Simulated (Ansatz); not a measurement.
The elements of this relaxed trial crystal are hidden behind letters.

```
lattice vectors (Å)
   3.5398   -1.9301    0.0000
   3.5398    1.9301    0.0000
  -0.6966    0.0000    5.9019
fractional positions
X 0.4849 0.4849 0.5363
X 0.5919 0.5919 0.9874
Z 0.9233 0.9233 0.2263
```

These are results of Ansatz 0.2.0, DFT PBE, scalar-relativistic, plane waves, PAW, not measurements. Plane waves to 420 eV, a 10×10×6 mesh through Γ for the 3-atom cell and 0.01 eV Gaussian smearing; no spin polarisation.

```
Space group                                : Cm (No. 8)
Conventional cell                          : a = 7.080 Å, b = 3.860 Å, c = 5.943 Å, β = 96.7°
Volume per atom                            : 26.88 Å³
Density                                    : 5.29 g/cm³
Energy over the elements                   : −0.295 eV/atom
Gap on the 10×10×6 mesh of the 3-atom cell : 0.26 eV
```

Energies are uncorrected and count from the elements' standard states at the same level.

Problem. X is a d-block element of period 5 and Z is a p-block element of period 3. Which elements are they?

Solution. X = Cd, Z = S, so the formula is Cd2S. Density times volume gives a mean mass of 5.29 × 26.88/1.6605 = 85.6 u per atom, and this set has 85.6 u. Among the elements that the hints allow, noble gases aside, only these give it. Cd on its first site has 2 S at 2.67 Å and 1 Cd at 2.70 Å; Cd on its second site is surrounded by 3 S at 2.60–2.75 Å and 1 Cd at 2.70 Å; S is surrounded by 5 Cd at 2.60–2.75 Å.

Kohn–Sham gaps at this level usually fall short of measured ones. This cell was reached by moving the atoms of another relaxed cell at random and relaxing again, last within the group found; it had no such test of its own.
